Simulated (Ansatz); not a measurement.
ZnS:
```cif
data_S4Zn4
_chemical_formula_sum 'Zn4 S4'
_space_group_name_H-M_alt 'F-43m'
_space_group_IT_number 216
_space_group_name_Hall 'F -4 2 3'
_cell_length_a 5.35639
_cell_length_b 5.35639
_cell_length_c 5.35639
_cell_angle_alpha 90.000
_cell_angle_beta 90.000
_cell_angle_gamma 90.000
loop_
_atom_site_label
_atom_site_type_symbol
_atom_site_symmetry_multiplicity
_atom_site_Wyckoff_symbol
_atom_site_fract_x
_atom_site_fract_y
_atom_site_fract_z
_atom_site_occupancy
Zn1 Zn 4 a 0.00000 0.00000 0.00000 1
S1 S 4 c 0.25000 0.25000 0.25000 1
```
(The calculation used a cell of 2 atoms; values per cell refer to that cell.)

Relaxed with PBEsol. The program Ansatz at the PBEsol level (PAW) gives a gap of 2.08 eV.

Question: What gap does HSE06 give on the same cell (Ansatz, PAW)?

Answer: 3.46 eV, 1.38 eV more. The hybrid was solved on a coarser mesh and at special points; its gap is the smallest among all of these.

```tsv
k	v1 PBEsol	c1 PBEsol	v1 HSE06	c1 HSE06
Γ	0.00	2.08	0.00	3.46
X	-2.35	3.17	(withheld)	(withheld)
L	-0.92	3.23	(withheld)	(withheld)
W	-2.86	5.54	(withheld)	(withheld)
K	-1.91	3.95	(withheld)	(withheld)
```

Question: Top valence (v1) and lowest conduction level (c1) in eV from each method's valence maximum (which need not be a listed point): supply the withheld HSE06 values.

Answer: 
- W, v1 HSE06: -2.99
- W, c1 HSE06: 6.78
- X, v1 HSE06: -2.45
- X, c1 HSE06: 4.32
- K, v1 HSE06: -1.99
- K, c1 HSE06: 5.20
- L, v1 HSE06: -0.95
- L, c1 HSE06: 4.61

Cost on shared cores: the PBEsol run (SCF on a 9×9×9 mesh, then bands and DOS) very roughly 14 core-seconds, the HSE06 run (SCF on 7×7×7, then a few points) very roughly 120 core-seconds; the tasks are unlike.

The PBEsol relaxation kept the symmetry of its start.

Potentials: the earlier of the program's two PAW sets.
